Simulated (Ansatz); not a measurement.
Bi (A7 (α-As type)), relaxed with LDA (Ansatz, a program for electronic structure, plane waves, PAW): a = 4.493 Å, b = 4.493 Å, c = 11.498 Å, α = 90.00°, β = 90.00°, γ = 120.00°.

| Item | Value |
|---|---|
| B₀ by P(V) fit (GPa) | 41.3 |
| K_Hill (GPa) | 42.0 |
| G_Hill (GPa) | 15.0 |
| Θ_D (K) | 125 |

### Question
The same phase is relaxed and computed with PBEsol in the same code. What are the cell and these values now?

### Answer
a = 4.5247 Å, b = 4.5247 Å, c = 11.6512 Å, α = 90.00°, β = 90.00°, γ = 120.00°.

B₀ by P(V) fit (GPa): 37.2
K_Hill (GPa): 38.1
G_Hill (GPa): 13.6
Θ_D (K): 120

All cells were relaxed under the symmetry of their starts (and spin orders); stability against distortions was not tested throughout. Scalar-relativistic: spin–orbit coupling is off unless named, which matters more the heavier the elements.

Potentials: the later of the program's two PAW sets.

Ansatz is a plane-wave DFT program.
